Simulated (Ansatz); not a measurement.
One stationary structure of TaC. Space group P-6m2 (No. 187), AFLOW prototype AB_hP2_187_d_a (B_h, as in WC). Method: PBEsol (plane waves to 420 eV, PAW, scalar-relativistic; Ansatz, a program for electronic structure).

```cif
data_CTa
_chemical_formula_sum 'Ta1 C1'
_space_group_name_H-M_alt 'P-6m2'
_space_group_IT_number 187
_space_group_name_Hall 'P -6 2'
_cell_length_a 3.02329
_cell_length_b 3.02329
_cell_length_c 2.85839
_cell_angle_alpha 90.000
_cell_angle_beta 90.000
_cell_angle_gamma 120.000
loop_
_atom_site_label
_atom_site_type_symbol
_atom_site_symmetry_multiplicity
_atom_site_Wyckoff_symbol
_atom_site_fract_x
_atom_site_fract_y
_atom_site_fract_z
_atom_site_occupancy
Ta1 Ta 1 a 0.00000 0.00000 0.00000 1
C1 C 1 f 0.66667 0.33333 0.50000 1
```

| Quantity | Value |
|---|---|
| Volume per atom | 11.31 Å³ |
| Density | 14.16 g/cm³ |
| Band gap | no gap (metallic) |
| Shortest distances | C–Ta 2.26 Å; C–C 2.86 Å; Ta–Ta 2.86 Å |
| k-mesh | 18×18×16 |

Band energies at high-symmetry points (eV from the Fermi level; labels of this space group; no spin-orbit coupling), from −5 eV up to 4.2 eV:

| point | energies |
|---|---|
| Γ | -2.72 -2.34 -2.34 1.03 |
| M | -2.16 -2.01 0.15 4.17 |
| K | -3.60 -1.90 2.02 2.47 2.88 |
| A | -1.01 -1.01 0.85 0.85 |
| L | -3.19 -3.12 1.12 |
| H | -4.26 -0.59 0.54 |

No spin polarisation in the result. The relaxed primitive cell holds an odd number of electrons. A magnetic state may lie lower.

The run could not lose the symmetry of its start.

All atoms sit on sites fixed by symmetry, so only the cell could relax.

The first start was generated by placing the elements on the sites of a structure type. Materials Project lists a structure of TaC in the same space group, P-6m2 (No. 187); the sites were not compared with it, nor with measured phases. Known forms of TaC include space group No. 225.
